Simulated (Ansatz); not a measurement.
**Si$_{2}$Mo: frozen-core PAW against all-electron methods**

```
Si Mo
1.0
    -1.61060    1.61060    3.95653
     1.61060   -1.61060    3.95653
     1.61060    1.61060   -3.95653
Si Mo
2 1
Direct
  0.33300 0.33300 0.00000
  0.66700 0.66700 0.00000
  0.00000 0.00000 0.00000
```

Atoms are numbered in the order listed.

The cell comes from COD entry 1010282, which wasn't checked; take it as a given geometry. It is an old determination, and later ones may differ. The listed cell was then made from it by scaling, straining or moving an atom.

All numbers are computed: DFT, PBEsol, PAW with Ansatz's default frozen-core files, scalar-relativistic (Ansatz 0.2.0); DFT, PBEsol, all-electron PAW with datasets made for the crystal, scalar-relativistic (Ansatz 0.2.0); DFT, PBEsol, all-electron LAPW, scalar-relativistic (Ansatz 0.2.0).

For PAW: a Γ-centred 16×16×16 k mesh, Fermi–Dirac smearing of 0.08 eV, cutoff 420 eV, no spin polarisation; the PAW files were made with PBE, and the program remakes their frozen cores for this functional. The crystal-made all-electron datasets (AE datasets) take a cutoff of 300 eV at this cell. LAPW targets a basis error of 1 meV/atom. The Ansatz runs share mesh, smearing and spin set-up. Plane-wave (PAW) pressures include the program's estimate of the Pulay term.

Stress and pressure are positive in compression.

The change that made this cell: volume scaled by 1.02.

```
              quantity    PAW  AE datasets   LAPW
        pressure (GPa)  -6.71        -6.67  -6.67
       stress xx (GPa)  -6.13        -6.09  -6.09
       stress zz (GPa)  -7.87        -7.83  -7.83
force on Si1, z (eV/Å)  0.355        0.355  0.355
```

PAW's pressure differs from the LAPW value by -0.04 GPa. Datasets made for the crystal and LAPW share parts of one code, so their agreement isn't an independent check.
